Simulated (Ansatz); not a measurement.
Sc (hcp, Mg type)

```cif
data_Sc2
_chemical_formula_sum 'Sc2'
_space_group_name_H-M_alt 'P63/mmc'
_space_group_IT_number 194
_space_group_name_Hall '-P 6c 2c'
_cell_length_a 3.31943
_cell_length_b 3.31943
_cell_length_c 5.16637
_cell_angle_alpha 90.000
_cell_angle_beta 90.000
_cell_angle_gamma 120.000
loop_
_atom_site_label
_atom_site_type_symbol
_atom_site_symmetry_multiplicity
_atom_site_Wyckoff_symbol
_atom_site_fract_x
_atom_site_fract_y
_atom_site_fract_z
_atom_site_occupancy
Sc1 Sc 2 d 0.66667 0.33333 0.25000 1
```

Grid over V/V₀ and (c/a)/(c/a)₀, subscript 0 meaning the relaxed cell; the conventional c axis lies along z; no internal relaxation.

Calculation: PBE (plane waves to 420 eV, PAW, scalar-relativistic; Ansatz, an electronic-structure program). k mesh 16×16×9 (Γ-centred), Fermi-Dirac smearing 0.05 eV. E stands for the smeared free energy. With partly filled bands, the response to shear is sensitive to the k mesh, so small differences along c/a are uncertain. Sc is run without spin polarisation. Sc was relaxed with its symmetry unable to fall. ΔE is measured from the relaxed starting cell.

Predict the ΔE (meV/atom) at all points of the grid V/V₀ = 0.920, 0.960, 1.000, 1.040, 1.080 by (c/a)/(c/a)₀ = 0.920, 0.960, 1.000, 1.040, 1.080.

ΔE (meV/atom), with V/V₀ across and (c/a)/(c/a)₀ down:

```
(c/a)/(c/a)₀ \ V/V₀  0.920  0.960  1.000  1.040  1.080
-------------------  -----  -----  -----  -----  -----
0.920                   55     33     27     33     50
0.960                   36     13      6     13     31
1.000                   30      7      0      6     24
1.040                   37     14      6     12     29
1.080                   55     31     22     26     42
```

(A scan under strain: stresses follow from slopes of the energy per volume, elastic moduli from its curvatures.)
